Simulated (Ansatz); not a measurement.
Cd$_{2}$TeSe in space group R3m (No. 160; Cd on 3a, Cd on 3a, Te on 3a, Se on 3a), DFT-PBEsol in the program Ansatz with PAW potentials, all energies at zero smearing, with the estimated change up to a 700 eV cutoff added, with one set of potentials and settings (totals compare only within such a set). Cell of 4 atoms (2 Cd, 1 Te, 1 Se): -28695.685 eV.

| element | reference phase | E (eV/atom) |
|---|---|---|
| Cd | P6_3/mmc, 2 atoms in the cell | -8184.0667 |
| Te | P3_121, 3 atoms in the cell | -6901.5142 |
| Se | P3_121, 3 atoms in the cell | -5424.2079 |

Formation energy per atom, worked out: (-28695.685 − 2×(-8184.0667) − 1×(-6901.5142) − 1×(-5424.2079))/4 = -0.457 eV/atom (-44 kJ per mol of atoms), at 0 K, without zero-point energy or fitted corrections.

The workflow started from a Materials Project entry (that database holds measured and hypothetical structures alike); the Crystallography Open Database copy checked does not list it. Whether it is the stable phase at ambient conditions was not checked. Symmetry was held in the PBEsol relaxation; of distortions, only those at the zone centre were tested. The references are the lowest solids computed at this level, not always the standard phases. Scalar-relativistic: spin–orbit coupling is off unless named, which matters more the heavier the elements.

Potentials: the later of the program's two PAW sets.
